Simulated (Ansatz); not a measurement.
Polymorphs of Mg, each relaxed with the program Ansatz at the r²SCAN level (PAW):

A: simple hexagonal (P6/mmm), a = b = 3.077 Å, c = 3.042 Å, α = β = 90.00°, γ = 120.00°

B: bcc (W type) (Im-3m), a = b = c = 3.558 Å, α = β = γ = 90.00°

C: fcc (Cu type) (Fm-3m), a = b = c = 4.497 Å, α = β = γ = 90.00°

D: diamond (Fd-3m), a = 6.8433 Å, b = 6.8433 Å, c = 6.8433 Å, α = 90.00°, β = 90.00°, γ = 90.00°

E: 9R (Sm type) (R-3m), a = 3.188 Å, b = 3.188 Å, c = 23.130 Å, α = 90.00°, β = 90.00°, γ = 120.00°

**Question.** Order them by energy per atom at 0 K (lowest first) at the level r²SCAN.

**Answer.** E (+0 meV/atom), C (+16 meV/atom), B (+24 meV/atom), A (+271 meV/atom), D (+883 meV/atom)

Typed or built starts, not in the databases checked: D. Not the usual ambient phase: A; B; C; D; E. Unstable at this level: A; D. All cells were relaxed under the symmetry of their starts (and spin orders); stability against distortions was not tested throughout.

Energies hold the estimated change up to a 700 eV cutoff; steps of a few meV lie near the error of the meshes.

Potentials: the later of the program's two PAW sets.
